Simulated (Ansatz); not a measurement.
Task: Each is relaxed and computed with DFT-r²SCAN in the program Ansatz with PAW potentials. Which is the only metal?
(A) Y2C, R-3m (C on 3a, Y on 6c)
(B) B4C, Cm (Pearson symbol mS30)
(C) Y2CI2, P-3m1 (Y on 2d, C on 1a, I on 2d)
(D) Lu2CCl2, R-3m (Lu on 6c, C on 3b, Cl on 6c)

Result: A, Y2C, R-3m (C on 3a, Y on 6c). Y2C: metal; Lu2CCl2: gap 1.22 eV (indirect); Y2CI2: gap 0.85 eV (indirect); B4C: gap 3.22 eV (indirect). Standing as an ambient phase not checked: Y2C, R-3m (C on 3a, Y on 6c); Lu2CCl2, R-3m (Lu on 6c, C on 3b, Cl on 6c); Y2CI2, P-3m1 (Y on 2d, C on 1a, I on 2d); B4C, Cm (Pearson symbol mS30). Weakly bound layers, chains or molecules computed without a dispersion correction, so cells and soft constants are ill determined: Lu2CCl2, R-3m (Lu on 6c, C on 3b, Cl on 6c); Y2CI2, P-3m1 (Y on 2d, C on 1a, I on 2d). All cells were relaxed under the symmetry of their starts (and spin orders); stability against distortions was not tested throughout. Rows with no word on spin ran without spin polarisation. Scalar-relativistic: spin–orbit coupling is off unless named, which matters more the heavier the elements.

Potentials: the later of the program's two PAW sets.
